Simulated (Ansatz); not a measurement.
# BaGe3 in the AuCu3-type structure

The computed numbers are results of PBEsol, scalar-relativistic (no spin polarisation) in the plane-wave PAW code Ansatz at 420 eV, Γ-centred 8×8×8 mesh, 0.05 eV Gaussian smearing; PAW files: Ansatz's generated set soft_2.

```xyz
4
Lattice="4.5424 0.0000 0.0000 0.0000 4.5424 0.0000 0.0000 0.0000 4.5424" Properties=species:S:1:pos:R:3 pbc="T T T"
Ba    0.0000    0.0000    0.0000
Ge    0.0000    2.2712    2.2712
Ge    2.2712    2.2712    0.0000
Ge    2.2712    0.0000    2.2712
```

The cell came from substitution into a structure type; whether the compound takes it is for experiment to say.

The cell above was scaled in volume, its shape and atoms being fixed by the lattice's symmetry. Energies are counted from the cell above.

| V (Å³/atom) | ΔE (meV/atom) | P (GPa) |
| --- | --- | --- |
| 22.49 | 7.0 | 2.5 |
| 22.96 | ? | ? |
| 23.43 | 0.0 | 0.0 |
| 23.90 | 1.5 | -1.0 |
| 24.37 | 5.9 | -2.0 |

Problem. Fill in the withheld row.

Solution. ΔE (meV/atom): 1.7, P (GPa): 1.2.

Problem. What do the points give for the equilibrium volume, the bulk modulus and its pressure derivative (third-order Birch–Murnaghan)?

Solution. V0 = 23.44 Å³/atom, B0 = 55 GPa, B0′ = 4.3.

B0·V0 = 55.2 GPa × 23.44 Å³ = 8.07 eV/atom sets the scale: near the minimum ΔE ≈ ½ B0 V0 x², with x = V/V0 − 1, and a pressure of 0.6 GPa squeezes the volume by about 1 %. At the ends of the curve: x = −4.0 % predicts 6.5 meV/atom and the run gives 7.0; x = +4.0 % predicts 6.4 meV/atom and the run gives 5.9. Compression costs more and expansion less than the parabola says, since the crystal stiffens as it shrinks; B0′ measures that.

These numbers lack spin–orbit coupling. The run is a metal.
